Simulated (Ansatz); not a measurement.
**Kick test of a cell of Zn2InO**

The cell was found from a structure generator's guess, not taken from experiment.

Method: DFT PBE, scalar-relativistic, plane waves, PAW (Ansatz 0.2.0). Settings: cutoff 420 eV, Γ-centred mesh 14×14×8 on the computed 4-atom cell, Gaussian smearing of 0.10 eV; no spin polarisation.

The cell below (4 atoms, space group P-4m2 (No. 115)) is relaxed within its symmetry.

```cif
data_structure
_symmetry_space_group_name_H-M 'P 1'
_symmetry_Int_Tables_number 1
_cell_length_a 3.2057
_cell_length_b 3.2057
_cell_length_c 6.8466
_cell_angle_alpha 90.000
_cell_angle_beta 90.000
_cell_angle_gamma 90.000
_cell_volume 70.36
loop_
_atom_site_label
_atom_site_type_symbol
_atom_site_fract_x
_atom_site_fract_y
_atom_site_fract_z
_atom_site_occupancy
Zn1 Zn 0.50000 0.00000 0.82356 1
Zn2 Zn 0.00000 0.50000 0.17644 1
In1 In 0.50000 0.50000 0.50000 1
O1 O 0.00000 0.00000 0.00000 1
```

For the test a repeat of it with 8 atoms (edges 3.21, 6.41, 6.85 Å) was strained at random (σ = 1.5 % a component), the atoms were moved at random (σ = 0.05 Å), and all was relaxed again on a coarse 6×4×4 mesh (in the run’s order of axes) with 0.20 eV smearing, with no symmetry imposed.

An odd number of electrons in the primitive cell allows no gap without spin; a larger cell or a magnetic state could open one.

Question: What happens?

Answer: It returns, within 1 meV/atom of the unmoved cell on that mesh and with the same symmetry when read at 0.1 Å (Pm at 0.01 Å, so small strains and shifts remain). So it is stable against the distortions that fit this cell and that this random move excites. Modes that don't fit the cell aren't tested.
